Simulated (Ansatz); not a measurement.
Here is the system:

TaO$_{2}$:
Space group P4₂/mnm (No. 136); a = 4.951 Å, b = 4.951 Å, c = 2.850 Å, α = 90.00°, β = 90.00°, γ = 90.00°

```
atom  site  symmetry       x       y       z
----  ----  --------  ------  ------  ------
Ta      2b      m.mm  0.0000  0.0000  0.5000
O       4f      m.2m  0.2135  0.2135  0.0000
```

This is the PBEsol-relaxed structure.

Problem. All from PBEsol in the plane-wave PAW code Ansatz, unless another level is named. Give the electronic character.

Solution. metallic (no gap).

Problem. Give the density of states at the Fermi level.

Solution. 0.41 states/eV per atom (mean over ±0.08 eV).

Problem. Predict the gap with spin–orbit coupling.

Solution. none (metallic).

Space group P4_2/mnm (rutile). The workflow started from a Materials Project entry (that database holds measured and hypothetical structures alike); the Crystallography Open Database copy checked does not list it. Its standing as an ambient phase is unchecked. Symmetry was held in the PBEsol relaxation; of distortions, only those at the zone centre were tested. The run is not spin-polarised. Spin–orbit coupling is left out wherever it is not named.

Potentials: the later of the program's two PAW sets.
